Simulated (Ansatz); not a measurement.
How much do the gradients of LiTiH6O2F6 depend on the method?

Cell: a computed structure from the Materials Project (it need not be an observed phase), taken as it stands.

Space group P321 (No. 150); a = 6.1359, c = 5.6152 Å, γ = 120.00°.

| site | Wyckoff | site symmetry | x | y | z |
| --- | --- | --- | --- | --- | --- |
| Li | 1b | 32. | 0.0000 | 0.0000 | 0.5000 |
| Ti | 1a | 32. | 0.0000 | 0.0000 | 0.0000 |
| H | 6g | 1 | 0.1859 | 0.4931 | 0.2761 |
| O | 2d | 3.. | 0.3333 | 0.6667 | 0.3230 |
| F | 6g | 1 | 0.2501 | 0.0119 | 0.2341 |

One atom of each set is listed.

First run. Level of theory: DFT, PBE, plane waves and PAW, scalar-relativistic, collinear spin, 420 eV cutoff, Γ-centred 5×5×4 k-points, Fermi–Dirac smearing 0.02 eV (Ansatz 0.2.0). Start moments as typed (μB): 1 on each Ti, none on the rest.

```tsv
site	V_zz (10²¹ V/m²)	η	m (μB)
Li	-0.036	0.00	0.00
Ti	-15.65	0.00	0.70
H	2.06	0.20	0.00
O	-14.04	0.00	0.00
F	6.20	0.64	0.00
```

Second run. The same atoms and settings, except that the functional is r2SCAN and the cutoff is 500 eV.

Problem. Given the first result, estimate the second.

Solution. 

| site | V_zz | η | change of V_zz | m (μB) |
| --- | --- | --- | --- | --- |
| Li | -0.022 | 0.00 | +0.01 | 0.00 |
| Ti | -16.64 | 0.00 | -0.99 | 0.72 |
| H | 1.94 | 0.21 | -0.12 | 0.00 |
| O | -14.27 | 0.00 | -0.23 | 0.00 |
| F | 5.99 | 0.66 | -0.21 | 0.00 |

The largest change of V_zz is on Ti, from -15.65 to -16.64. In per cent, |V_zz| changes by +6 on Ti, -6 on H, +2 on O, -3 on F (all sites that start above 0.5).

All moments are parallel here, as the start or the cell imposes; many such compounds order antiparallel, where fields and spin densities carried over to other atoms largely cancel. The magnetic order is the one that the run reached from its start moments, not necessarily the measured one.
For the first run: With a gap of 0.2 eV on this mesh, small gradients can still move by 0.1 × 10²¹ V/m² or more as the k-mesh gets denser.
For the second run: The largest force is 0.4 eV/Å, so the atoms aren't at the calculated equilibrium and relaxing them would move these values. The program didn't check the stability of this electronic state in full, so a lower one may lie near. With a gap of 0.7 eV on this mesh, small gradients can still move by 0.1 × 10²¹ V/m² or more as the k-mesh gets denser.
